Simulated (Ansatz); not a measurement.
What is wrong with this input? (Al3Pd)

Intended: Al3Pd, PBE, plane waves and PAW in Ansatz. The input:

```yaml
crystal:
  lattice:
    - [3.94691, 0.0, 0.0]
    - [0.0, 3.94691, 0.0]
    - [0.0, 0.0, 3.94691]
  atoms:
    - { symbol: Al, position: [0.0, 0.5, 0.5] }
    - { symbol: Al, position: [0.5, 0.0, 0.5] }
    - { symbol: Al, position: [0.5, 0.5, 0.0] }
    - { symbol: Pd, position: [0.0, 0.0, 0.0] }
basis:
  ecutwfc: 420
kpoints:
  mp_grid: { grid: [10, 10, 10] }
hamiltonian:
  xc: pbe
  hubbard: { sites: [{ species: Fe, l: d, u_eff: 4.0 }] }
scf:
  occupations: { method: gaussian, width: 0.1 }
output:
  forces: true
  stress: true
  eigenvalues: true
```

Output, shortened:

```text
Error: inconsistent input (hamiltonian.hubbard.sites[].species, crystal.atoms): hamiltonian.hubbard: Fe is not a species of this cell
```

Task: What is the cause?
A. Lattice vectors in bohr read as angstrom
B. A smearing wider than the gap allows
C. An atom left out of the cell, with fixed occupations
D. A Hubbard U on a species that isn't in the cell
E. A smearing that washes the moments out

Result: D. The entry names no atom of the cell. The cure is the entry removed.

Fix:

```diff
 hamiltonian:
-  hubbard: { sites: [{ species: Fe, l: d, u_eff: 4.0 }] }
```

With the mended input the run converges and gives a pressure of 1.21 GPa, no gap.